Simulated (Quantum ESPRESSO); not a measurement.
## Al2GeZnN4 (finding a planted mistake in a log)

A calculation, not a measurement. The program is pw.x of Quantum ESPRESSO 7.5 (plane-wave density functional theory). The cell is made up: 8 atoms on a wurtzite lattice, with randomly drawn elements, strain and displacements, not relaxed. PseudoDojo standard norm-conserving files (v0.5 for PBE, v0.4.1 for LDA and PBEsol) set the functional; there is no spin polarisation, spin-orbit coupling or dispersion term, and the masses in the input are unused placeholders.

Intended input:

```
&control calculation='scf', pseudo_dir='./dojo.nc.sr.pbe.v0_5.standard.upf', outdir='./o', disk_io='medium', tprnfor=.true., tstress=.true. /
&system ibrav=0, nat=8, ntyp=4, nbnd=36, ecutwfc=84.00895049, nosym=.true., tot_charge=0,
 occupations='smearing', smearing='fd', degauss=0.0018374661
/
&electrons conv_thr=7.350e-09, electron_maxstep=60, /
ATOMIC_SPECIES
Al 1.0 Al.upf
Ge 1.0 Ge.upf
N 1.0 N.upf
Zn 1.0 Zn.upf
CELL_PARAMETERS angstrom
3.1632 0.0349 -0.0013
0.0604 5.4339 0.0373
-0.0021 0.0352 4.9819
ATOMIC_POSITIONS angstrom
Al 0.0276 -0.0161 0.0728
Al 1.6218 2.6585 0.0049
Ge 1.5216 0.9789 2.5151
Zn -0.1292 3.6799 2.4201
N -0.1685 0.0374 1.7604
N 1.7244 2.7959 1.7955
N 1.6166 0.9015 4.465
N 0.0402 3.6487 4.4641
K_POINTS automatic
6 4 4 1 1 1
```

The log is shortened where brackets say so; the opening notice, blank lines, dates and the lines on written files are dropped, and the path of the files is cut. It prints rydbergs, bohrs and kilobars, and counts compression as positive stress.

Log of the intended run:

```
     Program PWSCF v.7.5
     Parallel version (MPI & OpenMP), running on       1 processor cores
     Number of MPI processes:                 1
     Threads/MPI process:                     1
     [start-up lines left out]
     bravais-lattice index     =            0
     lattice parameter (alat)  =       5.9779  a.u.
     unit-cell volume          =     577.7706 (a.u.)^3
     number of atoms/cell      =            8
     number of atomic types    =            4
     number of electrons       =        60.00
     number of Kohn-Sham states=           36
     kinetic-energy cutoff     =      84.0090  Ry
     charge density cutoff     =     336.0358  Ry
     scf convergence threshold =      7.3E-09
     mixing beta               =       0.7000
     number of iterations used =            8  plain     mixing
     Exchange-correlation= PBE
                           (   1   4   3   4   0   0   0)
     [axes and pseudopotential details left out]
   Cartesian axes
     site n.     atom                  positions (alat units)
         1        Al     tau(   1) = (   0.0087248  -0.0050895   0.0230133  )
         2        Al     tau(   2) = (   0.5126774   0.8403952   0.0015490  )
         3        Ge     tau(   3) = (   0.4810026   0.3094462   0.7950641  )
         4        Zn     tau(   4) = (  -0.0408422   1.1632763   0.7650330  )
         5        N      tau(   5) = (  -0.0532656   0.0118227   0.5564911  )
         6        N      tau(   6) = (   0.5451109   0.8838295   0.5675868  )
         7        N      tau(   7) = (   0.5110336   0.2849788   1.4114592  )
         8        N      tau(   8) = (   0.0127079   1.1534135   1.4111747  )
     number of k points=    48  Fermi-Dirac smearing, width (Ry)=  0.0018
                       cart. coord. in units 2pi/alat
        k(    1) = (   0.0825841   0.0713103   0.0789031), wk =   0.0416667
        k(    2) = (   0.0826613   0.0702197   0.2376551), wk =   0.0416667
     [further k points left out]
     Dense  grid:    60149 G-vectors     FFT dimensions: (  36,  60,  60)
     Estimated max dynamical RAM per process >      78.15 MB
     Initial potential from superposition of free atoms
     starting charge      59.9941, renormalised to      60.0000
     Starting wfcs are   43 randomized atomic wfcs
     total cpu time spent up to now is        8.9 secs
     per-process dynamical memory:    51.5 Mb
     Self-consistent Calculation
     iteration #  1     ecut=    84.01 Ry     beta= 0.70
     Davidson diagonalization with overlap
     ethr =  1.00E-02,  avg # of iterations =  3.1
     total cpu time spent up to now is       29.5 secs
     total energy              =    -688.10364185 Ry
     estimated scf accuracy    <       2.54519144 Ry
     iteration #  2     ecut=    84.01 Ry     beta= 0.70
     Davidson diagonalization with overlap
     ethr =  4.24E-03,  avg # of iterations =  3.1
     total cpu time spent up to now is       49.8 secs
     total energy              =    -688.65137162 Ry
     estimated scf accuracy    <       3.02263896 Ry
     [iterations 3 to 11 left out]
     iteration # 12     ecut=    84.01 Ry     beta= 0.70
     Davidson diagonalization with overlap
     ethr =  3.35E-10,  avg # of iterations =  2.0
     total cpu time spent up to now is      199.3 secs
     total energy              =    -689.27431434 Ry
     estimated scf accuracy    <       0.00000002 Ry
     iteration # 13     ecut=    84.01 Ry     beta= 0.70
     Davidson diagonalization with overlap
     ethr =  2.60E-11,  avg # of iterations =  3.8
     total cpu time spent up to now is      215.9 secs
     End of self-consistent calculation
     [lines on levels left out]
!    total energy              =    -689.27431435 Ry
     estimated scf accuracy    <          3.4E-09 Ry
     smearing contrib. (-TS)   =      -0.00000000 Ry
     internal energy E=F+TS    =    -689.27431435 Ry
     The total energy is F=E-TS. E is the sum of the following terms:
     one-electron contribution =    -479.50098526 Ry
     hartree contribution      =     273.65673224 Ry
     xc contribution           =    -118.11952674 Ry
     ewald contribution        =    -365.31053459 Ry
     convergence has been achieved in  13 iterations
     Forces acting on atoms (cartesian axes, Ry/au):
     atom    1 type  1   force =     0.01111307   -0.07912993   -0.17022596
     atom    2 type  1   force =     0.00008558    0.10228254   -0.04742460
     atom    3 type  2   force =    -0.01238835    0.06213620   -0.02162513
     atom    4 type  4   force =     0.14951239    0.02042845    0.10633863
     atom    5 type  3   force =     0.04502534    0.09368329    0.17636279
     atom    6 type  3   force =    -0.17087696   -0.19087808    0.01945745
     atom    7 type  3   force =    -0.02701792   -0.00210954   -0.07115905
     atom    8 type  3   force =     0.00454685   -0.00641293    0.00827586
     Total force =     0.447752     Total SCF correction =     0.000219
     Computing stress (Cartesian axis) and pressure
          total   stress  (Ry/bohr**3)                   (kbar)     P=      140.05
   0.00058536   0.00007936   0.00023632           86.11       11.67       34.76
   0.00007936   0.00055945   0.00017750           11.67       82.30       26.11
   0.00023632   0.00017750   0.00171123           34.76       26.11      251.73
     init_run     :      8.31s CPU      8.74s WALL (       1 calls)
     electrons    :    198.10s CPU    207.02s WALL (       1 calls)
     forces       :      2.03s CPU      2.06s WALL (       1 calls)
     stress       :      9.61s CPU      9.65s WALL (       1 calls)
     [timing details left out]
     PWSCF        :   3m38.25s CPU   3m47.79s WALL
     JOB DONE.
```

A second run was made from an input with one planted mistake. Its log:

```
     Program PWSCF v.7.5
     Parallel version (MPI & OpenMP), running on       4 processor cores
     Number of MPI processes:                 4
     Threads/MPI process:                     1
     [start-up lines left out]
     bravais-lattice index     =            0
     lattice parameter (alat)  =       5.9779  a.u.
     unit-cell volume          =     577.7706 (a.u.)^3
     number of atoms/cell      =            8
     number of atomic types    =            4
     number of electrons       =        59.00
     number of Kohn-Sham states=           36
     kinetic-energy cutoff     =      84.0090  Ry
     charge density cutoff     =     336.0358  Ry
     scf convergence threshold =      7.3E-09
     mixing beta               =       0.7000
     number of iterations used =            8  plain     mixing
     Exchange-correlation= PBE
                           (   1   4   3   4   0   0   0)
     [axes and pseudopotential details left out]
   Cartesian axes
     site n.     atom                  positions (alat units)
         1        Al     tau(   1) = (   0.0087248  -0.0050895   0.0230133  )
         2        Al     tau(   2) = (   0.5126774   0.8403952   0.0015490  )
         3        Ge     tau(   3) = (   0.4810026   0.3094462   0.7950641  )
         4        Zn     tau(   4) = (  -0.0408422   1.1632763   0.7650330  )
         5        N      tau(   5) = (  -0.0532656   0.0118227   0.5564911  )
         6        N      tau(   6) = (   0.5451109   0.8838295   0.5675868  )
         7        N      tau(   7) = (   0.5110336   0.2849788   1.4114592  )
         8        N      tau(   8) = (   0.0127079   1.1534135   1.4111747  )
     number of k points=    48  Fermi-Dirac smearing, width (Ry)=  0.0018
                       cart. coord. in units 2pi/alat
        k(    1) = (   0.0825841   0.0713103   0.0789031), wk =   0.0416667
        k(    2) = (   0.0826613   0.0702197   0.2376551), wk =   0.0416667
     [further k points left out]
     Dense  grid:    60149 G-vectors     FFT dimensions: (  36,  60,  60)
     Estimated max dynamical RAM per process >     127.68 MB
     Estimated total dynamical RAM >     466.66 MB
     Initial potential from superposition of free atoms
     starting charge      59.9941, renormalised to      59.0000
     Starting wfcs are   43 randomized atomic wfcs
     total cpu time spent up to now is        1.8 secs
     per-process dynamical memory:    97.3 Mb
     Self-consistent Calculation
     iteration #  1     ecut=    84.01 Ry     beta= 0.70
     Davidson diagonalization with overlap
     ethr =  1.00E-02,  avg # of iterations =  3.0
     total cpu time spent up to now is        3.9 secs
     total energy              =    -689.07443999 Ry
     estimated scf accuracy    <       2.23193719 Ry
     iteration #  2     ecut=    84.01 Ry     beta= 0.70
     Davidson diagonalization with overlap
     ethr =  3.78E-03,  avg # of iterations =  2.9
     total cpu time spent up to now is        5.9 secs
     total energy              =    -689.60859168 Ry
     estimated scf accuracy    <       1.97043172 Ry
     [iterations 3 to 11 left out]
     iteration # 12     ecut=    84.01 Ry     beta= 0.70
     Davidson diagonalization with overlap
     ethr =  3.46E-10,  avg # of iterations =  2.0
     total cpu time spent up to now is       23.5 secs
     total energy              =    -690.01315480 Ry
     estimated scf accuracy    <       0.00000001 Ry
     iteration # 13     ecut=    84.01 Ry     beta= 0.70
     Davidson diagonalization with overlap
     ethr =  2.11E-11,  avg # of iterations =  2.8
     total cpu time spent up to now is       25.4 secs
     End of self-consistent calculation
     [lines on levels left out]
!    total energy              =    -690.01315480 Ry
     estimated scf accuracy    <          1.4E-09 Ry
     smearing contrib. (-TS)   =      -0.00098580 Ry
     internal energy E=F+TS    =    -690.01216900 Ry
     The total energy is F=E-TS. E is the sum of the following terms:
     one-electron contribution =    -479.78026248 Ry
     hartree contribution      =     272.19172559 Ry
     xc contribution           =    -117.11309752 Ry
     ewald contribution        =    -365.31053459 Ry
     convergence has been achieved in  13 iterations
     Forces acting on atoms (cartesian axes, Ry/au):
     atom    1 type  1   force =     0.01477331   -0.04004808   -0.18135537
     atom    2 type  1   force =    -0.00360506    0.05608525   -0.07789101
     atom    3 type  2   force =    -0.01807269    0.01114807    0.00943956
     atom    4 type  4   force =     0.13336753    0.03550210    0.09045670
     atom    5 type  3   force =     0.04653051    0.09179803    0.19108404
     atom    6 type  3   force =    -0.15257411   -0.14706309    0.03570751
     atom    7 type  3   force =    -0.02784956    0.00524114   -0.07606917
     atom    8 type  3   force =     0.00743007   -0.01266340    0.00862774
     Total force =     0.414576     Total SCF correction =     0.000272
     Computing stress (Cartesian axis) and pressure
          total   stress  (Ry/bohr**3)                   (kbar)     P=     -136.38
  -0.00139633   0.00010868   0.00016589         -205.41       15.99       24.40
   0.00010868  -0.00104147   0.00017810           15.99     -153.21       26.20
   0.00016589   0.00017810  -0.00034342           24.40       26.20      -50.52
     init_run     :      1.66s CPU      1.69s WALL (       1 calls)
     electrons    :     23.51s CPU     23.61s WALL (       1 calls)
     forces       :      0.33s CPU      0.33s WALL (       1 calls)
     stress       :      1.08s CPU      1.08s WALL (       1 calls)
     [timing details left out]
     PWSCF        :     26.66s CPU     26.80s WALL
     JOB DONE.
```

Question: what was wrong in the second input?

Answer: the cell has the wrong charge. The input lines that differ, file-writing options aside:

```
- &system ibrav=0, nat=8, ntyp=4, nbnd=36, ecutwfc=84.00895049, nosym=.true., tot_charge=0,
+ &system ibrav=0, nat=8, ntyp=4, nbnd=36, ecutwfc=84.00895049, nosym=.true., tot_charge=1,
```

```
                                            intended run  run with the mistake
                          free energy (eV)     -9378.055             -9388.107
                    smearing term -TS (eV)        0.0000               -0.0134
                            pressure (GPa)         14.00                -13.64
            largest force component (eV/Å)         4.908                 4.913
largest change of a force component (eV/Å)                               1.311
                                iterations            13                    13
```

For scale, a rerun of the intended cell at 1437 eV and a 8 x 6 x 6 mesh moved values by no more than 0.002 eV in energy, 0.04 GPa in stress and 0.002 eV/Å in force. The charged cell sits in a uniform background, so its energy and stress rest on the program's zero of potential.